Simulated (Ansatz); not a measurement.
SnO:
```cif
data_O4Sn4
_chemical_formula_sum 'O4 Sn4'
_space_group_name_H-M_alt 'F-43m'
_space_group_IT_number 216
_space_group_name_Hall 'F -4 2 3'
_cell_length_a 5.37658
_cell_length_b 5.37658
_cell_length_c 5.37658
_cell_angle_alpha 90.000
_cell_angle_beta 90.000
_cell_angle_gamma 90.000
loop_
_atom_site_label
_atom_site_type_symbol
_atom_site_symmetry_multiplicity
_atom_site_Wyckoff_symbol
_atom_site_fract_x
_atom_site_fract_y
_atom_site_fract_z
_atom_site_occupancy
O1 O 4 d 0.75000 0.75000 0.75000 1
Sn1 Sn 4 a 0.00000 0.00000 0.00000 1
```
(The calculation used a cell of 2 atoms; values per cell refer to that cell.)

Relaxed with PBEsol.

### Question
Which orbitals make up the states near the Fermi level in DFT-PBEsol in the program Ansatz with PAW potentials?

### Answer
Within 0.5 eV of the Fermi level: O 2p 41 %, Sn 5s 30 %, Sn 5p 23 %. Projections are on Löwdin-orthogonalised atomic valence shells; empty p or d shells of many metals are not among them.

### Question
Tabulate the density of states.

### Answer
States/eV per cell of 2 atoms, in 0.25 eV bins, energy from the Fermi level.

```csv
E (eV),total,O 2p,Sn 5p,Sn 5s
-7.85,5.05,1.97,0.26,2.73
-7.60,1.02,0.35,0.08,0.52
-7.35,0.51,0.15,0.04,0.27
-7.10,0.30,0.08,0.02,0.17
-6.85,0.18,0.03,0.01,0.11
-6.60,0.09,0.01,0.00,0.06
-6.35,0.02,0.00,0.00,0.01
-6.10,0.00,0.00,0.00,0.00
-5.85,0.03,0.02,0.01,0.00
-5.60,1.54,1.01,0.49,0.02
-5.35,1.67,1.14,0.46,0.04
-5.10,2.13,1.55,0.51,0.04
-4.85,2.71,2.09,0.55,0.04
-4.60,2.80,2.28,0.46,0.03
-4.35,2.95,2.54,0.36,0.02
-4.10,1.70,1.52,0.14,0.01
-3.85,0.48,0.45,0.02,0.00
-3.60,0.06,0.05,0.00,0.00
-3.35,0.11,0.08,0.01,0.01
-3.10,0.17,0.12,0.02,0.02
-2.85,0.24,0.15,0.03,0.04
-2.60,0.34,0.19,0.06,0.07
-2.35,0.52,0.24,0.11,0.13
-2.10,0.60,0.27,0.13,0.15
-1.85,0.64,0.29,0.13,0.16
-1.60,0.69,0.32,0.14,0.18
-1.35,0.74,0.34,0.15,0.19
-1.10,0.79,0.36,0.17,0.21
-0.85,0.86,0.37,0.20,0.23
-0.60,0.93,0.38,0.23,0.25
-0.35,0.84,0.36,0.18,0.25
-0.10,0.52,0.27,0.05,0.19
0.15,0.29,0.11,0.08,0.09
0.40,0.33,0.09,0.15,0.07
0.65,0.43,0.10,0.22,0.07
0.90,0.57,0.13,0.32,0.07
1.15,0.86,0.21,0.50,0.08
1.40,1.30,0.35,0.75,0.09
1.65,1.95,0.62,1.03,0.15
1.90,0.87,0.21,0.49,0.11
2.15,0.45,0.08,0.27,0.08
2.40,0.28,0.04,0.18,0.05
2.65,0.62,0.07,0.43,0.05
2.90,1.03,0.13,0.71,0.06
3.15,1.01,0.13,0.71,0.05
3.40,1.01,0.13,0.71,0.04
3.65,1.00,0.13,0.71,0.03
3.90,0.97,0.12,0.71,0.02
4.15,0.96,0.11,0.72,0.01
4.40,1.18,0.13,0.90,0.01
4.65,3.24,0.35,2.61,0.00
```

The start of the workflow was typed in or built on a structure type; neither database checked (COD, Materials Project) lists it. It is not the phase usual at ambient conditions (space group No. 129). The cell was relaxed with PBEsol under the symmetry of its start. At this level the phase is mechanically unstable. The volume moved by 16 % from the start of the relaxation. Scalar-relativistic: spin–orbit coupling is off unless named, which matters more the heavier the elements.

Potentials: the later of the program's two PAW sets.
